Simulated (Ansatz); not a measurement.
A geometry of Zr away from equilibrium: step 2 of the relaxation of a relaxed Zr cell, doubled along one cell vector, shaken by Gaussian noise of σ = 0.08 Å a coordinate. Calculation: PBE (plane waves to 420 eV, PAW, scalar-relativistic; Ansatz, a program for electronic structure). Γ-centred k-mesh 6×12×12 on the run's cell (coarser than for final values), Fermi–Dirac smearing 0.05 eV.

```xyz
6
Lattice="3.2136 1.8517 15.6619 -1.6191 0.9339 7.8325 0.0008 -1.8552 7.8312" Properties=species:S:1:pos:R:3 pbc="T T T"
Zr     0.0318    -0.0574     0.0310
Zr     1.6289     0.8989     7.7694
Zr    -0.0734     0.1356     5.2577
Zr     1.5705     1.0818    13.0263
Zr     0.0544     0.0491    18.2068
Zr     1.6627     0.9428    26.0951
```

Task: Which atoms carry the largest force, and which way does it point?

Result: 0.20 eV/Å, on Zr3 (atoms numbered as listed); on Zr3 its components are (0.16, -0.04, -0.11).

Task: What is the pressure?

Result: -0.3 GPa, compression positive.

No spin polarisation in the result.

The end of the path is a generated cell of Zr: the first start was made by placing the elements on the sites of a structure type, and the end was not matched to a known phase here, so it may be hypothetical. Known forms of Zr include space group No. 194.
